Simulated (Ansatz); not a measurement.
Relaxed-ion elastic tensor of B$_{6}$As in space group R-3m (No. 166; B on 18h, B on 18h, As on 6c) in GPa (Voigt order), r²SCAN (plane waves, PAW; program Ansatz); density 3.59 g/cm³, 9.22 Å³ per atom.

```
 459  91.1  61.5  -5.6   0.0   0.0
91.1   459  61.5   5.6   0.0   0.0
61.5  61.5   387   0.0   0.0   0.0
-5.6   5.6   0.0   187   0.0   0.0
 0.0   0.0   0.0   0.0   187  -5.6
 0.0   0.0   0.0   0.0  -5.6   184
```

Question: Is the crystal mechanically stable?

Answer: Yes: the smallest eigenvalue of C is 179 GPa.

Question: Work out the Voigt, Reuss and Hill averages.

Answer: K_V = 192, K_R = 190, K_H = 191; G_V = 184, G_R = 184, G_H = 184 GPa.

Question: Give Young's modulus, Poisson's ratio, Pugh's ratio and the universal anisotropy index.

Answer: E = 9KG/(3K + G) = 418 GPa; ν = 0.14; K/G = 1.04 (brittle by the Pugh limit of 1.75); A_U = 5G_V/G_R + K_V/K_R − 6 = 0.03.

Question: Estimate the sound speeds and the Debye temperature.

Answer: v_l = √((K + 4G/3)/ρ) = 11000 m/s, v_t = √(G/ρ) = 7150 m/s, mean 7840 m/s; Θ = (h/k)(3n/4πV)^(1/3) v_m = 1110 K.

Question: Solve the Christoffel equation for the three sound speeds along x, y, z.

Answer: Eigenvalues of C_ijkl n_j n_l equal ρv². In km/s, slowest first: x 7.07, 7.29, 11.29; y 7.15, 7.21, 11.30; z 7.21, 7.21, 10.37.

Question: How much does each axis shrink under pressure?

Answer: Linear compressibilities β_i = Σ_j S_ij (j = 1 to 3): x 1.6, y 1.6, z 2.1 per TPa.

The workflow started from a Materials Project entry (that database holds measured and hypothetical structures alike); the Crystallography Open Database copy checked does not list it. Its standing as an ambient phase is unchecked. Symmetry was held in the r²SCAN relaxation; of distortions, only those at the zone centre were tested.

Potentials: the later of the program's two PAW sets.
